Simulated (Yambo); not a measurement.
Yambo run on MoSe₂ (space group P6_3/mmc, No. 194). The wavefunctions are norm-conserving PBE (stringent potentials; Quantum ESPRESSO, 104 Ry, no spin-orbit coupling) ones on a 6×6×1 mesh (62 occupied bands); a = b = 3.278 Å, c = 12.724 Å, α = β = 90.00°, γ = 120.00°.

Yambo input:

```
rim_cut
HF_and_locXC
RandQpts= 1000000
RandGvec= 1 Ry
EXXRLvcs= 104 Ry
VXCRLvcs= 416 Ry
% QPkrange
 1 | 1 | 62 | 63 |
 4 | 4 | 62 | 63 |
 5 | 5 | 62 | 63 |
 7 | 7 | 62 | 63 |
%
```

k points by index: 1 = Γ, 4 = M, 5 = (0.167, 0.167, 0), 7 = K.

The o-*.hf file then holds:

```
#    K-point    Band    Eo [eV]    Ehf [eV]    Vxc [eV]    Vnlxc [eV]
#
    1    62    0.000000    -0.443376    -16.97713    -17.42051
    1    63    2.462341    6.707911    -16.47559    -12.23002
    4    62    -0.869843    -2.629490    -15.35836    -17.11801
    4    63    1.553776    6.323037    -18.48996    -13.72070
    5    62    -1.110898    -2.307403    -16.50620    -17.70271
    5    63    0.771804    4.581094    -15.54867    -11.73938
    7    62    -0.289442    -0.631314    -16.67398    -17.01585
    7    63    1.167638    5.379306    -17.63050    -13.41883
```
Exchange alone, without screening.

Geometry relaxed with PBE+D3(BJ).
